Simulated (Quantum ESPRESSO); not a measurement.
## Si6AlAs (input and log of a self-consistent run)

A calculation, not a measurement. The program is pw.x of Quantum ESPRESSO 7.5 (plane-wave density functional theory). The cell is made up: 8 atoms on a zincblende/diamond lattice, with randomly drawn elements, strain and displacements, not relaxed. PseudoDojo standard norm-conserving files (v0.5 for PBE, v0.4.1 for LDA and PBEsol) set the functional; there is no spin polarisation, spin-orbit coupling or dispersion term, and the masses in the input are unused placeholders.

Input:

```
&control calculation='scf', pseudo_dir='./dojo.nc.sr.pbe.v0_5.standard.upf', outdir='./o', disk_io='medium', tprnfor=.true., tstress=.true. /
&system ibrav=0, nat=8, ntyp=3, nbnd=31, ecutwfc=84.00895049, nosym=.true., tot_charge=0,
 occupations='smearing', smearing='fd', degauss=0.0073498644
/
&electrons conv_thr=7.350e-09, electron_maxstep=60, /
ATOMIC_SPECIES
Al 1.0 Al.upf
As 1.0 As.upf
Si 1.0 Si.upf
CELL_PARAMETERS angstrom
5.5816 0.0 0.0
0.0 5.5816 0.0
0.0 0.0 5.4895
ATOMIC_POSITIONS angstrom
Si 0.0092 -0.0103 -0.148
Al 0.0364 2.8469 2.7037
Si 2.6926 -0.0301 2.8189
Si 2.7042 2.6283 0.0366
As 1.397 1.4759 1.4294
Si 1.4526 4.1727 4.1067
Si 4.0544 1.4068 4.0807
Si 4.1478 4.2096 1.3836
K_POINTS automatic
6 6 6 1 1 1
```

The log is shortened where brackets say so; the opening notice, blank lines, dates and the lines on written files are dropped, and the path of the files is cut. It prints rydbergs, bohrs and kilobars, and counts compression as positive stress.

```
     Program PWSCF v.7.5
     Parallel version (MPI & OpenMP), running on       1 processor cores
     Number of MPI processes:                 1
     Threads/MPI process:                     1
     [start-up lines left out]
     bravais-lattice index     =            0
     lattice parameter (alat)  =      10.5477  a.u.
     unit-cell volume          =    1154.1090 (a.u.)^3
     number of atoms/cell      =            8
     number of atomic types    =            3
     number of electrons       =        42.00
     number of Kohn-Sham states=           31
     kinetic-energy cutoff     =      84.0090  Ry
     charge density cutoff     =     336.0358  Ry
     scf convergence threshold =      7.3E-09
     mixing beta               =       0.7000
     number of iterations used =            8  plain     mixing
     Exchange-correlation= PBE
                           (   1   4   3   4   0   0   0)
     [axes and pseudopotential details left out]
   Cartesian axes
     site n.     atom                  positions (alat units)
         1        Si     tau(   1) = (   0.0016483  -0.0018453  -0.0265157  )
         2        Al     tau(   2) = (   0.0065214   0.5100509   0.4843952  )
         3        Si     tau(   3) = (   0.4824065  -0.0053927   0.5050344  )
         4        Si     tau(   4) = (   0.4844847   0.4708865   0.0065573  )
         5        As     tau(   5) = (   0.2502867   0.2644224   0.2560914  )
         6        Si     tau(   6) = (   0.2602480   0.7475813   0.7357568  )
         7        Si     tau(   7) = (   0.7263867   0.2520424   0.7310986  )
         8        Si     tau(   8) = (   0.7431203   0.7541923   0.2478859  )
     number of k points=   108  Fermi-Dirac smearing, width (Ry)=  0.0073
     Number of k-points >= 100: set verbosity='high' to print them.
     Dense  grid:   119993 G-vectors     FFT dimensions: (  64,  64,  64)
     Estimated max dynamical RAM per process >     148.34 MB
     Initial potential from superposition of free atoms
     starting charge      41.9936, renormalised to      42.0000
     Starting wfcs are   37 randomized atomic wfcs
     total cpu time spent up to now is       32.3 secs
     per-process dynamical memory:   101.6 Mb
     Self-consistent Calculation
     iteration #  1     ecut=    84.01 Ry     beta= 0.70
     Davidson diagonalization with overlap
     ethr =  1.00E-02,  avg # of iterations =  4.3
     Threshold (ethr) on eigenvalues was too large:
     Diagonalizing with lowered threshold
     Davidson diagonalization with overlap
     ethr =  5.48E-04,  avg # of iterations =  4.1
     total cpu time spent up to now is      212.3 secs
     total energy              =    -267.43525924 Ry
     estimated scf accuracy    <       0.24770503 Ry
     iteration #  2     ecut=    84.01 Ry     beta= 0.70
     Davidson diagonalization with overlap
     ethr =  5.90E-04,  avg # of iterations =  2.8
     total cpu time spent up to now is      284.4 secs
     total energy              =    -267.44674278 Ry
     estimated scf accuracy    <       0.06877565 Ry
     iteration #  3     ecut=    84.01 Ry     beta= 0.70
     Davidson diagonalization with overlap
     ethr =  1.64E-04,  avg # of iterations =  4.8
     total cpu time spent up to now is      395.0 secs
     total energy              =    -267.46637023 Ry
     estimated scf accuracy    <       0.02202102 Ry
     iteration #  4     ecut=    84.01 Ry     beta= 0.70
     Davidson diagonalization with overlap
     ethr =  5.24E-05,  avg # of iterations =  5.1
     total cpu time spent up to now is      496.0 secs
     total energy              =    -267.47029605 Ry
     estimated scf accuracy    <       0.00041753 Ry
     iteration #  5     ecut=    84.01 Ry     beta= 0.70
     Davidson diagonalization with overlap
     c_bands:  1 eigenvalues not converged
     c_bands:  1 eigenvalues not converged
     c_bands:  1 eigenvalues not converged
     c_bands:  1 eigenvalues not converged
     c_bands:  1 eigenvalues not converged
     ethr =  9.94E-07,  avg # of iterations = 10.1
     total cpu time spent up to now is      645.7 secs
     total energy              =    -267.47044976 Ry
     estimated scf accuracy    <       0.00008536 Ry
     iteration #  6     ecut=    84.01 Ry     beta= 0.70
     Davidson diagonalization with overlap
     ethr =  2.03E-07,  avg # of iterations =  2.2
     total cpu time spent up to now is      737.2 secs
     total energy              =    -267.47047025 Ry
     estimated scf accuracy    <       0.00001194 Ry
     iteration #  7     ecut=    84.01 Ry     beta= 0.70
     Davidson diagonalization with overlap
     ethr =  2.84E-08,  avg # of iterations =  2.0
     total cpu time spent up to now is      828.2 secs
     total energy              =    -267.47047253 Ry
     estimated scf accuracy    <       0.00000094 Ry
     iteration #  8     ecut=    84.01 Ry     beta= 0.70
     Davidson diagonalization with overlap
     ethr =  2.23E-09,  avg # of iterations =  2.9
     total cpu time spent up to now is      929.7 secs
     total energy              =    -267.47047286 Ry
     estimated scf accuracy    <       0.00000010 Ry
     iteration #  9     ecut=    84.01 Ry     beta= 0.70
     Davidson diagonalization with overlap
     ethr =  2.28E-10,  avg # of iterations =  3.1
     total cpu time spent up to now is     1040.5 secs
     total energy              =    -267.47047289 Ry
     estimated scf accuracy    <       0.00000001 Ry
     iteration # 10     ecut=    84.01 Ry     beta= 0.70
     Davidson diagonalization with overlap
     ethr =  3.31E-11,  avg # of iterations =  2.1
     total cpu time spent up to now is     1153.9 secs
     End of self-consistent calculation
     Number of k-points >= 100: set verbosity='high' to print the bands.
     the Fermi energy is     6.3964 ev
!    total energy              =    -267.47047289 Ry
     estimated scf accuracy    <          1.9E-09 Ry
     smearing contrib. (-TS)   =      -0.00142973 Ry
     internal energy E=F+TS    =    -267.46904317 Ry
     The total energy is F=E-TS. E is the sum of the following terms:
     one-electron contribution =    -155.58160900 Ry
     hartree contribution      =      94.79572984 Ry
     xc contribution           =     -68.09178115 Ry
     ewald contribution        =    -138.59138286 Ry
     convergence has been achieved in  10 iterations
     Forces acting on atoms (cartesian axes, Ry/au):
     atom    1 type  3   force =    -0.03776200   -0.00247126    0.03066188
     atom    2 type  1   force =    -0.06377735    0.02054395    0.04455578
     atom    3 type  3   force =     0.05970255    0.00081419   -0.03372129
     atom    4 type  3   force =     0.06952182    0.09517185   -0.03171912
     atom    5 type  2   force =    -0.03515871   -0.09113137   -0.01171844
     atom    6 type  3   force =    -0.02277425   -0.02599221    0.03818451
     atom    7 type  3   force =     0.04192418   -0.00432114   -0.00523804
     atom    8 type  3   force =    -0.01167623    0.00738599   -0.03100529
     Total force =     0.209124     Total SCF correction =     0.000140
     Computing stress (Cartesian axis) and pressure
          total   stress  (Ry/bohr**3)                   (kbar)     P=       12.38
   0.00007588   0.00000195  -0.00014158           11.16        0.29      -20.83
   0.00000195   0.00004185  -0.00004106            0.29        6.16       -6.04
  -0.00014158  -0.00004106   0.00013478          -20.83       -6.04       19.83
     init_run     :     30.71s CPU     32.25s WALL (       1 calls)
     electrons    :   1084.45s CPU   1121.60s WALL (       1 calls)
     forces       :     18.48s CPU     18.68s WALL (       1 calls)
     stress       :     69.26s CPU     72.78s WALL (       1 calls)
     [timing details left out]
     PWSCF        :  20m 3.46s CPU  20m46.58s WALL
     JOB DONE.
```

In other units: free energy -3639.121 eV for the cell, pressure 1.24 GPa, largest force component 2.447 eV/Å. A rerun of the same cell at another strain at 1437 eV and a 8 x 8 x 8 mesh moved values by no more than 0.002 eV in energy, 0.02 GPa in stress and 0.003 eV/Å in force.